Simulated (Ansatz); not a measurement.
## Structure types of Cr at a series of pressures

All-electron LAPW in Ansatz 0.2.0 under LDA, scalar-relativistic, energies extrapolated to zero smearing, no spin–orbit coupling; the runs start ferromagnetic, and antiferromagnetic order wasn't tried. At each pressure a set of structure types was relaxed with symmetry kept. The table gives H = E + pV above the lowest type of that row in meV/atom (up to 5 of noise); a dash means not tried or turned into another type. Real phases may be missing from the set: fcc wasn't tried throughout, and may lie lower. k spacings are near 0.17 to 0.21 Å⁻¹, smearing 0.05 to 0.1 eV. Moments of the leading type: 0.00, 0.00, 0.00, 0.00 μB/atom.

Question: Among hcp, bcc, sc, diamond, simple hexagonal, omega, which leads at -3.5, 190, 720, 1400 GPa?

Answer: bcc at -3.5 GPa; bcc at 190 GPa; bcc at 720 GPa; hcp at 1400 GPa.

| p (GPa) | V of the lowest (Å³/atom) | hcp | bcc | sc | diamond | simple hexagonal | omega |
| --- | --- | --- | --- | --- | --- | --- | --- |
| -3.5 | 10.98 | 416 | 0 | 1017 | 2144 | – | 339 |
| 190 | 7.82 | 578 | 0 | 1615 | 4504 | 1044 | – |
| 720 | 5.59 | 374 | 0 | 2120 | 7148 | – | 409 |
| 1400 | 4.40 | 0 | 59 | 2730 | 9964 | 1247 | – |
